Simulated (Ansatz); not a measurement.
Sc (hcp, Mg type)

```
Sc
1.0
    3.32949     0.00000     0.00000
   -1.66475     2.88342     0.00000
    0.00000     0.00000     5.19194
Sc
2
Direct
  0.33333   0.66667   0.75000
  0.66667   0.33333   0.25000
```

The slice is a (0001) plane (indices of the conventional cell) through the point (0.667, 0.333, 0.250) (fractional), spanned by u = [110] and v = [1 -1 0] in vectors of this cell: u (3.33 Å) and v (5.77 Å, at 90° to u). It covers one period; positions are fractions (u, v).

The numbers are results of r2SCAN (plane waves to 500 eV, PAW, scalar-relativistic; Ansatz, an electronic-structure program), not measurements. k mesh 16×16×9. Near the nuclei the fields are pseudised (PAW); where an atom keeps semicore shells as valence, they peak there. Sc is run without spin polarisation. Sc was relaxed with its symmetry unable to fall.

What is the ELF at the midpoint of the shortest Sc–Sc line in this plane (3.33 Å)?

0.31.

What is the valence density on the shortest Sc–Sc line in this plane (3.33 Å), at its midpoint?

0.11 e/Å³.

Predict the map of the valence electron density on the slice.


```tsv
v \ u	0.00	0.12	0.25	0.38	0.50	0.62	0.75	0.88
0.86	0.0	-0.3	-0.8	-1.0	-1.0	-1.0	-0.8	-0.3
0.71	-0.9	-0.9	-0.9	-0.9	-0.9	-0.9	-0.9	-0.9
0.57	-0.9	-0.8	-0.3	0.5	0.8	0.5	-0.3	-0.8
0.43	-1.0	-0.9	-0.3	0.5	0.8	0.5	-0.3	-0.9
0.29	-1.0	-1.0	-1.0	-0.9	-0.8	-0.9	-1.0	-1.0
0.14	0.0	-0.3	-0.7	-0.9	-0.9	-0.9	-0.7	-0.3
0.00	0.9	0.8	0.0	-0.9	-0.9	-0.9	0.0	0.8
```

Values: log₁₀ of the valence density in e/Å³. The scale is logarithmic, as a density can span decades between atoms and voids.
